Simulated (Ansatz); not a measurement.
Sn:
```
Sn
1.0
    0.00000     3.28320     3.28320
    3.28320     0.00000     3.28320
    3.28320     3.28320     0.00000
Sn
2
Direct
  0.50000   0.50000   0.50000
  0.75000   0.75000   0.75000
```

Relaxed with r²SCAN. Special points in fractions of this cell's reciprocal vectors: Γ (0.000, 0.000, 0.000); X (0.500, 0.000, 0.500); U (0.625, 0.250, 0.625); K (0.375, 0.375, 0.750); L (0.500, 0.500, 0.500); W (0.500, 0.250, 0.750).

Task: List the band energies nearest the Fermi level at these points for r²SCAN in the plane-wave PAW code Ansatz.

Result: In eV from the Fermi level; about four levels below and three above (degenerate sets whole), none deeper than 8.9 eV; points with the same levels are listed once.

| k | below | above |
|---|---|---|
| Γ | -0.61 | 0.01 0.01 0.01 |
| X | -7.73 -7.73 -2.55 -2.55 | 0.96 0.96 7.93 7.93 |
| U | -8.15 -7.23 -3.44 -2.19 | 1.24 3.52 5.95 |
| L | -6.45 -1.21 -1.21 | 0.07 3.36 3.36 |
| W | -7.68 -7.68 -3.11 -3.11 | 3.55 3.55 4.22 4.22 |

Space group Fd-3m (diamond). This is a known low-temperature phase of the composition, computed here at zero pressure and temperature. The r²SCAN relaxation kept the symmetry of its start; whether a distortion lowers the energy is not shown. The Fermi level of a semimetal is unsure by some 0.05 eV on such meshes. Spin–orbit coupling is left out wherever it is not named.

Potentials: the later of the program's two PAW sets.
